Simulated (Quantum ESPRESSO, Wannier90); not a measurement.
HfSiO4 (I4₁/amd), plane waves to Wannier functions

Materials Project entry mp-4609; symmetrised, unrelaxed at this level. COD (Crystallography Open Database) has an entry of this formula and space group (matched by these alone). Method: PBEsol plane waves in Quantum ESPRESSO 7.5 (PseudoDojo norm-conserving files, 68 Ry, no spin polarisation, no spin-orbit coupling), Bloch states on a 4×4×4 mesh through Γ, Wannier90 4.0.1. Density: 8×8×8 mesh, cold smearing 0.01 Ry. Spin-orbit coupling is left out although heavy elements are present.

```
begin unit_cell_cart
ang
   -3.2767000000    3.2767000000    2.9822450000
    3.2767000000   -3.2767000000    2.9822450000
    3.2767000000    3.2767000000   -2.9822450000
end unit_cell_cart
mp_grid = 4 4 4
```

Task: Which shells of neighbouring k-points and which b-vectors and weights does Wannier90 pick for this cell and mesh?

Result: 
```
 *---------------------------------- K-MESH ----------------------------------*
 +----------------------------------------------------------------------------+
 |                    Distance to Nearest-Neighbour Shells                    |
 |                    ------------------------------------                    |
 |          Shell             Distance (Ang^-1)          Multiplicity         |
 |          -----             -----------------          ------------         |
 |             1                   0.338975                      4            |
 |             2                   0.356103                      8            |
 |             3                   0.479384                      4            |
 |             4                   0.526716                      2            |
 |             5                   0.597175                     16            |
 |             6                   0.626366                      8            |
 |             7                   0.677951                      4            |
 |             8                   0.712207                      8            |
       ... (lines left out)
 +----------------------------------------------------------------------------+
 | The b-vectors are chosen automatically                                     |
 | The following shells are used:                       1,  2                 |
 +----------------------------------------------------------------------------+
 |                        Shell   # Nearest-Neighbours                        |
 |                        -----   --------------------                        |
 |                          1               4                                 |
 |                          2               8                                 |
 +----------------------------------------------------------------------------+
 | Completeness relation is fully satisfied [Eq. (B1), PRB 56, 12847 (1997)]  |
 +----------------------------------------------------------------------------+
 |                  b_k Vectors (Ang^-1) and Weights (Ang^2)                  |
 |                  ----------------------------------------                  |
 |            No.         b_k(x)      b_k(y)      b_k(z)        w_b           |
 |            ---        --------------------------------     --------        |
 |             1         0.239692    0.239692    0.000000     2.549188        |
 |             2        -0.239692   -0.239692    0.000000     2.549188        |
 |             3        -0.239692    0.239692    0.000000     2.549188        |
 |             4         0.239692   -0.239692    0.000000     2.549188        |
 |             5         0.239692    0.000000    0.263358     1.802258        |
 |             6         0.000000    0.239692    0.263358     1.802258        |
 |             7         0.000000   -0.239692    0.263358     1.802258        |
 |             8        -0.239692    0.000000    0.263358     1.802258        |
 |             9        -0.239692    0.000000   -0.263358     1.802258        |
 |            10         0.000000    0.239692   -0.263358     1.802258        |
 |            11         0.000000   -0.239692   -0.263358     1.802258        |
 |            12         0.239692    0.000000   -0.263358     1.802258        |
```
